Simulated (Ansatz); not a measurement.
CsGeBr₃ in space group R3m (No. 160; Cs on 3a, Ge on 3a, Br on 9b) at seven volumes, r²SCAN (plane waves, PAW; program Ansatz), shape and atoms relaxed at each. One row is withheld.

```json
[
 {"V (Å³/atom)": "33.228", "P (GPa)": "1.33"},
 {"V (Å³/atom)": "34.323", "P (GPa)": "0.79"},
 {"V (Å³/atom)": "35.418", "P (GPa)": "0.38"},
 {"V (Å³/atom)": "36.514", "P (GPa)": "0.00"},
 {"V (Å³/atom)": "37.609", "P (GPa)": "-0.29"},
 {"V (Å³/atom)": "38.705", "P (GPa)": "?"},
 {"V (Å³/atom)": "39.800", "P (GPa)": "-0.71"}
]
```

### Question
Fit the shown pressures and predict the withheld one.

### Answer
Third-order Birch–Murnaghan: P = (3/2)B₀(x^(7/2) − x^(5/2))[1 + (3/4)(B′ − 4)(x − 1)] with x = (V₀/V)^(2/3). Least squares on the six rows gives V₀ = 36.537 Å³/atom, B₀ = 10.67 GPa, B′ = 5.75. At V = 38.705, x = 0.9623 and P = -0.52 GPa. The run itself gave -0.52 GPa.

The first step of the workflow began from a Materials Project structure, measured or hypothetical; the Crystallography Open Database copy checked does not list it. Whether it is the stable phase at ambient conditions was not checked. The cell was relaxed with r²SCAN under the symmetry of its start; whether a distortion lowers the energy is not shown. Spin–orbit coupling is left out wherever it is not named.

Potentials: the later of the program's two PAW sets.
